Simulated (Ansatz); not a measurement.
Sb, DFT, PBEsol, all-electron PAW with datasets made for the crystal, scalar-relativistic (Ansatz 0.2.0), run on 1 thread of Arm Neoverse V2 on a shared host.

The cell comes from COD entry 9013009, which wasn't checked; take it as a given geometry. The listed cell was then made from it by scaling, straining or moving an atom.

Command: `ansatz run input.yaml --threads 1 --pin off --max-ram 3072MiB --backend cpu --events-out ev --progress --plain --runs-dir out`

```yaml
crystal:
  lattice:
    - [0.02305, 2.316525, 2.316525]
    - [2.316525, 0.02305, 2.316525]
    - [2.316525, 2.316525, 0.02305]
  atoms:
    - { symbol: Sb, position: [0.0, 0.0, 0.0] }
kpoints:
  mp_grid: { grid: [12, 12, 12] }
scf:
  occupations: { method: fermi_dirac, width: 0.05 }
hamiltonian:
  xc: pbesol
  pseudopotentials: { kind: all_electron, datasets: crystal }
output:
  forces: true
  stress: true
  eigenvalues: true
  efg: { contact_densities: true }
```

How large is the problem that the program sets up?

189 irreducible k-points, 137 plane waves at Γ, 7 bands.

Estimate the wall time and the peak memory.

4.4 s of wall time for 6 SCF iterations, with a peak of 0.35 GiB. Times on shared machines scatter by tens of per cent.

And the same cell and mesh by PAW with the default files, asked for forces, stress, eigenvalues, efg, on the same hardware?

3.2 s, peak memory 0.37 GiB.
